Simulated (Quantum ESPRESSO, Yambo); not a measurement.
## G0W0 results for Li₄MgN₃H₃

Li₄MgN₃H₃ is modelled in the orthorhombic space group Imm2 (No. 44), Pearson symbol oI22. Cell: a = 3.689 Å, b = 10.704 Å, c = 4.804 Å, α = β = γ = 90.00°. H1 on 2b is surrounded by 1 N at 1.029 Å and 2 Li at 1.957 Å. H2 on 4d sees 1 N at 1.035 Å and 2 Li at 2.061 Å (no clear gap to further neighbours). Li1 on 4d is surrounded by 4 N at 2.137–2.165 Å (tetrahedral). Li2 on 4d is surrounded by 1 H at 1.957 Å and 2 H at 2.061 Å and 1 N at 1.981 Å and 3 N at 2.245–2.341 Å. N1 on 2b is coordinated by 1 H at 1.029 Å and 2 Mg at 2.084 Å and 2 Li at 2.137 Å and 2 Li at 2.341 Å. N2 on 4d is surrounded by 1 H at 1.035 Å and 1 Li at 1.981 Å and 5 Li at 2.138–2.245 Å and 1 Mg at 2.182 Å. Mg on 2a sees 4 N at 2.084–2.182 Å. (Neighbours: up to the widest gap in distance over summed covalent radii, below 1.35, at either atom; cation-cation contacts left out.)
(The calculation used a cell of 11 atoms; values per cell refer to that cell.)

The geometry is that of Materials Project entry mp-1101935, symmetrised and not relaxed again.

Starting point: LDA (Quantum ESPRESSO, PseudoDojo norm-conserving, 84 Ry, scalar-relativistic). G0W0 in Yambo: 4×4×4 Γ-centred k mesh, bands 9 to 105 and a 6 Ry block in the screening, 105 bands in G with the Bruneval-Gonze terminator, plasmon pole fitted at 27.2 eV.

- LDA gap along the band path: 2.50 eV
- LDA gap between the mesh's edge points (Γ → Γ): 2.50 eV
- G0W0 gap between the same points: 4.18 eV

```csv
k point,band,E LDA (eV),E QP (eV),shift (eV),Z
Γ,VB,0.00,-0.74,-0.74,0.78
Γ,CB,2.50,3.44,0.94,0.82
"(0, 0, -0.5)",VB,-0.98,-1.84,-0.86,0.78
"(0, 0, -0.5)",CB,3.11,4.04,0.93,0.83
"(0, -0.5, 0)",VB,-0.79,-1.64,-0.85,0.78
"(0, -0.5, 0)",CB,5.14,6.37,1.24,0.82
"(0, -0.5, -0.5)",VB,-0.58,-1.41,-0.83,0.78
"(0, -0.5, -0.5)",CB,3.89,5.04,1.15,0.82
"(0.25, 0.25, 0.25)",VB,-0.87,-1.72,-0.84,0.78
"(0.25, 0.25, 0.25)",CB,5.25,6.34,1.09,0.82
"(-0.5, -0.5, -0.5)",VB,-0.17,-0.96,-0.79,0.78
"(-0.5, -0.5, -0.5)",CB,2.81,3.75,0.94,0.84
```

Energies count from the LDA valence-band maximum.

Convergence of the G0W0 settings was not tested.

The structure is a Materials Project entry; no match was found in the copy of COD used, and its stability was not checked.
